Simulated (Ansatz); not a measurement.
Stability checks on a candidate for BeZn3Se4

The cell was found from a structure generator's guess, not taken from experiment.

Method: DFT PBE, scalar-relativistic, plane waves, PAW in Ansatz. The final run on the 8-atom cell used 420 eV, a Γ-centred 8×4×6 mesh, 0.02 eV smearing and no spin polarisation.

```yaml
crystal:
  lattice:
    - [3.94478, 0.00000, 0.00000]
    - [0.00000, 7.90548, 0.00000]
    - [0.00000, 0.00000, 5.60898]
  atoms:
    - { symbol: Be, position: [0.50000, 0.00000, 0.50479] }
    - { symbol: Zn, position: [0.00000, 0.76240, 0.00038] }
    - { symbol: Zn, position: [0.00000, 0.23760, 0.00038] }
    - { symbol: Zn, position: [0.50000, 0.50000, 0.49829] }
    - { symbol: Se, position: [0.50000, 0.76672, 0.73584] }
    - { symbol: Se, position: [0.00000, 0.00000, 0.28721] }
    - { symbol: Se, position: [0.50000, 0.23328, 0.73584] }
    - { symbol: Se, position: [0.00000, 0.50000, 0.23726] }
```

The zero of energy is the elements' standard structures at the same level; no fitted shifts are applied.

**Question.** These tests were run: energy against the elements; phonons on a 2×1×1 q mesh. What do they show?

**Answer.**

```csv
test,result
energy against the elements,−0.716 eV/atom
phonons on a 2×1×1 q mesh,"no imaginary mode on the mesh, but the interpolation dips to 21i cm⁻¹ between its points"
```

It fails none of these tests outright. Whether a mixture of other phases lies lower isn't tested here. Undecided within the accuracy: phonons on a 2×1×1 q mesh.

The reference form of Se is held partly by dispersion forces, which this level lacks. The run for the phonons used an 8×4×6 k mesh.
